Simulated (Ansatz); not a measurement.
Here is the system:

Al₂Cu:
```yaml
crystal:
  lattice:
    - [4.04220, 0.00000, 0.00000]
    - [0.00000, 4.04220, 0.00000]
    - [0.00000, 0.00000, 2.82169]
  atoms:
    - { symbol: Al, position: [0.50000, 0.00000, 0.50000] }
    - { symbol: Al, position: [0.00000, 0.50000, 0.50000] }
    - { symbol: Cu, position: [0.00000, 0.00000, 0.00000] }
```

This is the LDA-relaxed structure. Tensor components refer to the Cartesian frame of this cell.

Problem. All from LDA in the plane-wave PAW code Ansatz, unless another level is named. Predict the highest zone-centre frequency.

Solution. 359 cm⁻¹.

Problem. Next, the bulk modulus (Birch–Murnaghan fit)?

Solution. 105 GPa.

Problem. And the elastic constants (relaxed ions, GPa)?

Solution. C11 = 221, C12 = 22.1, C13 = 70.6, C33 = 178, C44 = 56.1, C66 = 47.7.

Space group P4/mmm. The workflow started from a Materials Project entry (that database holds measured and hypothetical structures alike); the Crystallography Open Database copy checked does not list it. It is not the phase usual at ambient conditions (space group No. 140). The cell was relaxed with LDA under the symmetry of its start; whether a distortion lowers the energy is not shown. The run is not spin-polarised. As this level gives no gap, shear constants depend on the k-mesh and smearing (Fermi–Dirac, 0.1 eV here). As this level gives no gap, phonon frequencies hold no LO–TO term and depend on the k-mesh and smearing (Fermi–Dirac, 0.1 eV here).

Potentials: the later of the program's two PAW sets.
